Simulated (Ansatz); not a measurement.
TiO$_{2}$:
```xyz
6
Lattice="-1.8889 1.8889 4.7918 1.8889 -1.8889 4.7918 1.8889 1.8889 -4.7918" Properties=species:S:1:pos:R:3 pbc="T T T"
Ti     0.0000     0.0000     4.7918
Ti     1.8889     0.0000     2.3959
O      0.0000     0.0000     2.8053
O      1.8889     0.0000     0.4094
O      1.8889     0.0000     4.3824
O      0.0000     0.0000     6.7783
```

x, y and z are the axes in which the lattice vectors are written.

Task: Give the high-frequency dielectric tensor and the Born effective charge tensors of the independent atoms from DFPT, r²SCAN in the plane-wave PAW code Ansatz.

Result: 
ε∞:
```
6.16  0.00  0.00
0.00  6.16  0.00
0.00  0.00  5.72
```
Z* of atom 1 (Ti), rows: field, columns: displacement, in e:
```
6.43  0.00  0.00
0.00  6.43  0.00
0.00  0.00  5.66
```
Z* of atom 3 (O), rows: field, columns: displacement, in e:
```
-5.30   0.00   0.00
 0.00  -1.13   0.00
 0.00   0.00  -2.83
```

Space group I4_1/amd (anatase). The r²SCAN relaxation kept the symmetry of its start. The run is not spin-polarised.

Potentials: the later of the program's two PAW sets.
